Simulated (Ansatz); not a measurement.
TiCo2 (cubic Laves, MgCu2 type)

```
TiCo2
1.0
    0.00000     3.27660     3.27660
    3.27660     0.00000     3.27660
    3.27660     3.27660     0.00000
Ti Co
2 4
Direct
  0.00000   0.00000   0.00000
  0.25000   0.25000   0.25000
  0.12500   0.62500   0.62500
  0.62500   0.62500   0.12500
  0.62500   0.12500   0.62500
  0.62500   0.62500   0.62500
```

The slice is a {111} plane (indices of the conventional cell) through the point (0.125, 0.625, 0.625) (fractional), spanned by u = [100] and v = [-1 2 0] in vectors of this cell: u (4.63 Å) and v (8.03 Å, at 90° to u). It covers one period; positions are fractions (u, v).

Computed with PBEsol (plane waves to 420 eV, PAW, scalar-relativistic; Ansatz, a program for electronic structure). k mesh 12×12×12. Inside the PAW spheres the values are not all-electron values, and peaks at nuclei hang on which shells count as valence. TiCo2 is run without spin polarisation. TiCo2 was relaxed with its symmetry unable to fall.

### Question
Sketch the electron localisation function (ELF) on this plane as a map.

### Answer
```tsv
v \ u	0.00	0.14	0.29	0.43	0.57	0.71	0.86
0.92	0.29	0.19	0.32	0.22	0.23	0.31	0.18
0.83	0.36	0.18	0.27	0.23	0.41	0.37	0.41
0.75	0.28	x	x	0.19	0.41	0.16	0.27
0.67	0.36	0.18	0.27	0.23	0.41	0.37	0.41
0.58	0.29	0.19	0.32	0.22	0.23	0.31	0.18
0.50	x	0.29	0.21	x	x	0.21	0.29
0.42	0.29	0.18	0.31	0.23	0.22	0.32	0.19
0.33	0.36	0.41	0.37	0.41	0.23	0.27	0.18
0.25	0.28	0.27	0.16	0.41	0.19	x	x
0.17	0.36	0.41	0.37	0.41	0.23	0.27	0.18
0.08	0.29	0.18	0.31	0.23	0.22	0.32	0.19
0.00	x	0.29	0.21	x	x	0.21	0.29
```

Values: electron localisation function (ELF). Points within 0.5 Å of a nucleus are blanked (x), as the pseudised field means little there.
